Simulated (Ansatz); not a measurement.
HfB2:
```cif
data_B2Hf
_chemical_formula_sum 'Hf1 B2'
_space_group_name_H-M_alt 'P6/mmm'
_space_group_IT_number 191
_space_group_name_Hall '-P 6 2'
_cell_length_a 3.14507
_cell_length_b 3.14507
_cell_length_c 3.48744
_cell_angle_alpha 90.000
_cell_angle_beta 90.000
_cell_angle_gamma 120.000
loop_
_atom_site_label
_atom_site_type_symbol
_atom_site_symmetry_multiplicity
_atom_site_Wyckoff_symbol
_atom_site_fract_x
_atom_site_fract_y
_atom_site_fract_z
_atom_site_occupancy
Hf1 Hf 1 a 0.00000 0.00000 0.00000 1
B1 B 2 d 0.33333 0.66667 0.50000 1
```

Relaxed at zero pressure with PBE (plane waves, PAW; program Ansatz).

Question: The volume is raised by 3 % and shape and atoms relax at that volume. What pressure results, and how do the axes share the change?

Answer: -6.9 GPa; a 0.9 %, b 0.9 %, c 1.2 %; the energy rises by 7 meV/atom.

Question: Give the new structure.

Answer: 
Space group P6/mmm (No. 191); a = b = 3.1733 Å, c = 3.5285 Å, α = β = 90.00°, γ = 120.00°

```
atom  site  symmetry       x       y       z
----  ----  --------  ------  ------  ------
Hf      1a     6/mmm  0.0000  0.0000  0.0000
B       2d      -6m2  0.3333  0.6667  0.5000
```

The phase is kept; no other phase was compared at this pressure.

The cell was relaxed with PBE under the symmetry of its start; of distortions, only those at the zone centre were tested. The run is not spin-polarised. Spin–orbit coupling is left out wherever it is not named.

Potentials: the later of the program's two PAW sets.
